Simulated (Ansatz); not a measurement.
# KMgH3: an elastic constant from a strain scan

Method: DFT r2SCAN, scalar-relativistic, plane waves, PAW in Ansatz. Settings: plane waves to 500 eV, k-mesh 6×6×6 (Γ-centred), Gaussian smearing 0.05 eV. No spin polarisation. Energies are free energies at this smearing, counted from the undisturbed cell; pressure is positive in compression.

The undisturbed cell (as given, not relaxed at this level; it stands at -0.9 GPa, and it needn't be the usual structure):

```yaml
crystal:
  lattice:
    - [4.02500, 0.00000, 0.00000]
    - [0.00000, 4.02500, 0.00000]
    - [0.00000, 0.00000, 4.02500]
  atoms:
    - { symbol: K, position: [0.00000, 0.00000, 0.00000] }
    - { symbol: Mg, position: [0.50000, 0.50000, 0.50000] }
    - { symbol: H, position: [0.00000, 0.50000, 0.50000] }
    - { symbol: H, position: [0.50000, 0.00000, 0.50000] }
    - { symbol: H, position: [0.50000, 0.50000, 0.00000] }
```

The cell is strained by ε times the Voigt pattern (0, 0, 0, 1, 0, 0) (xx, yy, zz, yz, xz, xy; engineering shear) with fractional coordinates fixed. The cell holds 5 atoms in V0 = 65.21 Å³. The stress column is τ = (1/V0) dE/dε, got from the stress tensor σ (compression positive) at each point as −det(1 + εP) σ : P(1 + εP)⁻¹, with P the pattern as a tensor.

```
      ε  ΔE (meV/atom)  τ (GPa)
-0.0175          0.500   -0.703
-0.0150          0.367   -0.602
-0.0125          0.255   -0.502
-0.0100          0.164   -0.401
-0.0075          0.092   -0.301
-0.0050          0.041   -0.201
-0.0025          0.011   -0.100
 0.0000          0.000    0.000
 0.0025          0.011    0.100
 0.0050          0.041    0.201
 0.0075          0.092    0.301
 0.0100          0.164    0.401
 0.0125          0.255    0.502
 0.0150          0.367    0.602
 0.0175          0.500    0.703
 0.0200              ?        ?
```

Problem. Which combination of elastic constants does this scan measure, and how large is it?

Solution. For small ε, τ = τ0 + Kε with K = pᵀCp, which for this pattern is C44 in the cubic axes. The parabola through τ at ε = -0.0025, 0 and 0.0025 has slope K = 40 GPa at zero. The energies per cell, E = NΔE, of the wider pair ε = ±0.0175 give K = 2[E(ε₊)/ε₊ − E(ε₋)/ε₋]/[(ε₊ − ε₋)V0] = 40 GPa, in agreement.

Problem. Predict the withheld row at ε = 0.0200 from the harmonic law, and compare.

Solution. ΔE = V0(τ0 ε + Kε²/2)/N = 0.653 meV/atom and τ = 0.80 GPa. The calculation gives 0.653 meV/atom and 0.80 GPa, a miss of 0.01 meV/atom at most, so the harmonic law still holds here.